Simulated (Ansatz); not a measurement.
**¹⁷O NMR of the central transition in Na6W2SCl2O7**

Cell: a diffraction structure from the COD, relaxed with PBE at fixed cell and then changed (atom 13 (O) replaced by S, ions relaxed).

Space group Pm (No. 6); a = 5.3600, b = 7.5181, c = 7.5181 Å.

| site | Wyckoff | site symmetry | x | y | z |
| --- | --- | --- | --- | --- | --- |
| Na1 | 1a | m | 0.3746 | 0.0000 | 0.5117 |
| Na2 | 1b | m | 0.6380 | 0.5000 | 0.9912 |
| Na3 | 2c | 1 | 0.0195 | 0.7469 | 0.7559 |
| Na4 | 2c | 1 | 0.9599 | 0.7294 | 0.2645 |
| W7 | 1a | m | 0.5343 | 0.0000 | 0.9725 |
| W8 | 1b | m | 0.4903 | 0.5000 | 0.5035 |
| Cl9 | 1a | m | 0.8482 | 0.0000 | 0.5190 |
| Cl10 | 1b | m | 0.1571 | 0.5000 | 0.0085 |
| O11 | 1a | m | 0.3256 | 0.0000 | 0.7900 |
| O12 | 2c | 1 | 0.2894 | 0.6896 | 0.5105 |
| S | 1a | m | 0.2629 | 0.0000 | 0.1897 |
| O15 | 1b | m | 0.6764 | 0.5000 | 0.3044 |
| O16 | 2c | 1 | 0.7250 | 0.8056 | 0.9810 |
| O17 | 1b | m | 0.7049 | 0.5000 | 0.6858 |

One atom of each set is listed; the run and its k-mesh use a cell of 18 atoms with edges of 7.52, 7.52, 5.36 Å.

Computed with Ansatz: DFT, PBE, plane waves and PAW, scalar-relativistic, 420 eV cutoff, Γ-centred 3×3×4 k-points, Fermi–Dirac smearing 0.02 eV.

¹⁷O has I = 5/2 and Q = -25.58 mb (Pyykkö 2018); at 18.8 T its Larmor frequency is ν₀ = 108.6 MHz. Only the quadrupole interaction is simulated: positions count from each site's isotropic chemical shift, and J coupling is left out, as are shift anisotropy and dipolar coupling, which fast spinning averages.

(1) Give C_Q, η, the quadrupolar product P_Q = |C_Q|(1 + η²/3)^½, the second-order isotropic shift and the breadth of the pattern (fast magic-angle spinning) for each O site.

Answers

(1) 

```csv
site,first shell,C_Q (MHz),η,P_Q (MHz),δ_QIS (ppm),breadth (kHz)
O11,"1 W at 1.77 Å, 1 Na at 2.11 Å, angle 134°; also 2 Na at 2.53 Å",-1.19,0.20,1.19,-0.726,0.178
O12,1 W at 1.79 Å; also 3 Na at 2.38–2.57 Å,-0.772,0.84,0.859,-0.375,0.0918
O15,"1 W at 1.80 Å, 3 Na at 2.32–2.36 Å",-0.965,0.75,1.05,-0.563,0.140
O16,1 W at 1.78 Å; also 3 Na at 2.35–2.54 Å,1.14,0.73,1.24,-0.783,0.195
O17,"1 W at 1.79 Å, 1 Na at 2.32 Å; also 2 Na at 2.56 Å",-0.864,0.43,0.891,-0.404,0.102
```

δ_QIS = −(ν_Q²/30ν₀²)[I(I+1) − 3/4](1 + η²/3) × 10⁶ ppm with ν_Q = 3|C_Q|/[2I(2I−1)]; it falls as 1/B₀² in ppm, and the breadth as 1/B₀ in kHz.

At O15 V_zz points along its shortest bond, to W (within 9°).

At this cell the principal stresses reach 6 GPa in size with PBE, which can matter for small gradients. Without spin–orbit coupling the gradients at and beside W can be off by some per cent, at some sites by more.

The relaxation (9 steps) took 2.6 min of wall time (5.1 min of CPU time) and 0.86 GiB at its peak, on 2 threads of Arm Neoverse V2 (aarch64; 32 cores open to the job, memory cap 5.0 GiB, no GPU), a shared host with a load of 0.6 a core.
